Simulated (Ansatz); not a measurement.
Relaxed bulk Hf:

```
CELL_PARAMETERS angstrom
3.20461 0.00000 0.00000
-1.60231 2.77528 0.00000
0.00000 0.00000 5.06847
ATOMIC_POSITIONS crystal
Hf 0.33333 0.66667 0.25000
Hf 0.66667 0.33333 0.75000
```

Miller indices refer to the conventional cell of P6_3/mmc (No. 194), a = 3.205 Å, b = 3.205 Å, c = 5.068 Å, α = 90.00°, β = 90.00°, γ = 120.00°.

The (001) slab of 6 planes, 12.7 Å thick with 15 Å of vacuum as cut; outer planes Hf (top) and Hf (bottom).

The calculation used DFT PBE, scalar-relativistic, plane waves, PAW (Ansatz). Settings: cutoff 420 eV, Γ-centred mesh 12×12×1 on the computed 6-atom cell, Gaussian smearing of 0.10 eV; no spin polarisation. A dipole correction removes the field between periodic images along c.

Results for the relaxed slab:

```
Surface energy (mean of both faces) : 1.74 J/m²
Work function                       : 4.34 eV
```

Relaxation lowers the energy by 0.116 J/m² a face; the largest move is 0.109 Å.

```tsv
plane (bottom to top)	atoms	spacing to next, bulk (Å)	relaxed (Å)	change (%)
1	Hf	2.534	2.370	-6.5
2	Hf	2.534	2.612	+3.1
3	Hf	2.534	2.488	-1.8
4	Hf	2.534	2.612	+3.1
5	Hf	2.534	2.370	-6.5
6	Hf
```

Spin-orbit coupling is left out, which matters for the bands of heavy elements.